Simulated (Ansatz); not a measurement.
Values for one crystal, relaxed and computed with LDA (plane waves, PAW; program Ansatz); other levels are named.

Volume per atom: 18.71 Å³
Band gap: 5.14 eV (smallest direct gap 5.15 eV)
Debye temperature from the elastic constants: 296 K
Hill bulk and shear moduli: 33.3 and 21.9 GPa
Poisson's ratio: 0.23
Electronic dielectric constant ε∞ (DFPT): 3.69
Formation energy from the elements (no fitted shifts): -1.60 eV/atom

**Question.** Pick the material that matches.
(A) Si3N4, P6_3/m (Si on 6h, N on 2c, N on 6h)
(B) MgI2, CdI2 type
(C) CaSe, rock salt
(D) LiBr, rock salt

**Answer.** D, LiBr, rock salt

Space group Fm-3m (rock salt). The LDA relaxation kept the symmetry of its start; phonons on a q-mesh show no instability. The references are the lowest solids computed at this level, not always the standard phases. Spin–orbit coupling is left out wherever it is not named.

Potentials: the later of the program's two PAW sets.
